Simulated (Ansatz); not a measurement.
Consider the following.

YB$_{2}$Ir$_{3}$:
```yaml
crystal:
  lattice:
    - [5.40815, 0.00000, 0.00000]
    - [-2.70407, 4.68359, 0.00000]
    - [0.00000, 0.00000, 3.12414]
  atoms:
    - { symbol: B, position: [0.33333, 0.66667, 0.00000] }
    - { symbol: B, position: [0.66667, 0.33333, 0.00000] }
    - { symbol: Y, position: [0.00000, 0.00000, 0.00000] }
    - { symbol: Ir, position: [0.50000, 0.50000, 0.50000] }
    - { symbol: Ir, position: [0.00000, 0.50000, 0.50000] }
    - { symbol: Ir, position: [0.50000, 0.00000, 0.50000] }
```

This is the PBEsol-relaxed structure.

### Question
All from DFT-PBEsol in the program Ansatz with PAW potentials, unless another level is named. Estimate the electronic character.

### Answer
metallic (no gap).

### Question
Predict the formation energy from the elements (no fitted shifts).

### Answer
-0.70 eV/atom.

### Question
And the density of states at the Fermi level?

### Answer
0.34 states/eV per atom (mean over ±0.08 eV).

### Question
Give the gap with spin–orbit coupling.

### Answer
none (metallic).

Space group P6/mmm. The workflow started from an entry of the Crystallography Open Database (COD); the relaxed space group is not among those it files for this formula. COD files the formula under space group No. 12, so this cell is another polymorph or a model. Its standing as an ambient phase is unchecked. The PBEsol relaxation kept the symmetry of its start; whether a distortion lowers the energy is not shown. No spin polarisation was allowed. The references are the lowest solids computed at this level, not always the standard phases. Spin–orbit coupling is left out wherever it is not named.

Potentials: the later of the program's two PAW sets.
